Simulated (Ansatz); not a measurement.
179Hf nuclear quadrupole resonance in HfB2

Cell: a COD entry, ions relaxed with PBE at fixed cell.

```
CELL_PARAMETERS angstrom
3.14000 0.00000 0.00000
-1.57000 2.71932 0.00000
0.00000 0.00000 3.48000
ATOMIC_POSITIONS crystal
Hf 0.00000 0.00000 0.00000
B 0.33333 0.66667 0.50000
B 0.66667 0.33333 0.50000
```

Sites (sets of like atoms) are named by element and the number of their first atom in this list.

Method: Kohn–Sham DFT in Ansatz, LDA, plane waves and PAW, scalar-relativistic, 420 eV cutoff, Γ-centred 17×17×13 k-points, Fermi–Dirac smearing 0.05 eV.

179Hf: I = 9/2, Q = 3793 mb (year-2017 value). Static lattice, zero field.

Problem. Predict the zero-field 179Hf lines of each site.

Solution. For I = 9/2 and η = 0 the lines are |C_Q|/24 times 1, 2, 3 and 4; η shifts the lowest up most.

| site | atoms | V_zz (10²¹ V/m²) | C_Q (MHz) | η | line frequencies (MHz) |
| --- | --- | --- | --- | --- | --- |
| Hf | 1 | 11.05 | 1013 | 0.00 | 42.2, 84.4, 126.7, 168.9 |

Problem. And for ¹⁷⁷Hf (I = 7/2, Q = 3365 mb) on Hf?

Solution. C_Q scales with Q to 899 MHz, with lines at 64.2, 128.4, 192.6 MHz.

An axis of threefold or higher order runs through Hf, so V_zz lies along it and η is zero.

At this cell the LDA pressure is -10 GPa, so with LDA the cell would shrink if it were relaxed. The run finds no gap above 0.1 eV (a metal, or nearly one), so the gradients can move by 10 % or more with the k-mesh. Without spin–orbit coupling the gradients at and beside Hf can be off by some per cent, at some sites by more.

Hardware: 4 threads of Intel Xeon 6975P-C (Granite Rapids) (x86_64; 16 cores open to the job, memory cap 10.0 GiB, no GPU), a shared host with a load of 0.5 a core. Wall time 2.1 s, CPU time 5.5 s, peak memory 0.53 GiB.
